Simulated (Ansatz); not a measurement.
## ZrTa, first-principles data

ZrTa:
```
ZrTa
1.0
    2.92756     0.00000     0.00000
    0.00000     2.92756     0.00000
    0.00000     0.00000     4.78263
Ta Zr
1 1
Direct
  0.00000   0.00000   0.00000
  0.50000   0.50000   0.50000
```

Space group P4/mmm (No. 123), L1₀ or tetragonal B2; conventional cell a = b = 2.9276 Å, c = 4.7826 Å, α = β = γ = 90.00°.

Method: r²SCAN in the plane-wave PAW code Ansatz. Structure relaxed to zero pressure with the same functional. Other levels are named where they apply.

### Cell and energy

```
Item                                                         Result
-----------------------------------------------------  ------------
Volume per atom                                            20.50 Å³
Density                                                 11.03 g/cm³
Formation energy from the elements (no fitted shifts)  0.23 eV/atom
```

### Electronic structure

```
Item                                                                       Result
------------------------------------  -------------------------------------------
Electronic character                                            metallic (no gap)
Density of states at the Fermi level  1.4 states/eV per atom (mean over ±0.08 eV)
Gap with spin–orbit coupling                                      none (metallic)
```

### Mechanics

```
Quantity                              Value
----------------------------------  -------
Bulk modulus (Birch–Murnaghan fit)  132 GPa
Pressure derivative B′                  2.7
```

### Charges

```
Property                     Result
-------------  --------------------
Bader charges  Ta -0.79, Zr +0.79 e
```

The start of the workflow was typed in or built on a structure type; neither database checked (COD, Materials Project) lists it. Its standing as an ambient phase is unchecked. The r²SCAN relaxation kept the symmetry of its start; whether a distortion lowers the energy is not shown. The run is not spin-polarised. Its formation energy is positive at this level, so the cell may be metastable or incomplete. Axis ratios of metals converge slowly with the k-mesh, so a and c are less sure than the volume. The references are the lowest solids computed at this level, not always the standard phases. Spin–orbit coupling is left out wherever it is not named.

Potentials: the earlier of the program's two PAW sets.
